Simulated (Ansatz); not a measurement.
NiOS, PdOS, PtOS: one prototype (Janus 2H monolayer), with Ni, Pd, Pt on the same site. Each was relaxed with r2SCAN in the plane-wave code Ansatz, and the gaps are read on those cells (d direct, i indirect). The cells were built from prototypes, so some may not be known phases; spin polarisation is off.

| compound | a (Å) | gap, PBE (eV) | gap, r2SCAN (eV) |
| --- | --- | --- | --- |
| NiOS | 3.414 | 0.42 i (K–Γ (0.90) → K) | 0.30 i (Γ → K) |
| PdOS | 3.858 | none (overlap 0.08) | none (overlap 0.30) |
| PtOS | 3.342 | 0.52 i (K–Γ (0.75) → K–Γ (0.50)) | 0.66 i (K–Γ (0.77) → K–Γ (0.52)) |

From NiOS to PdOS, a changes by +0.444 Å. From PdOS to PtOS, a changes by -0.516 Å.

Spin-orbit coupling is left out, which matters wherever the heavy atoms make up the band edges.

Where bands overlap the cell is a metal at that level, and these k meshes limit energies, forces and stress. Overlaps of a few tenths of an eV in semilocal functionals can be an artefact that a hybrid or GW lifts.

Where an edge lies off the special points, it is a point of the mesh or the k point where a search put PBE's edge or least direct gap, reused for the other functionals, whose own edges may lie a little apart.

For some runs the program warns that the potential is rough where the density is thin, which bears on empty states near the vacuum.
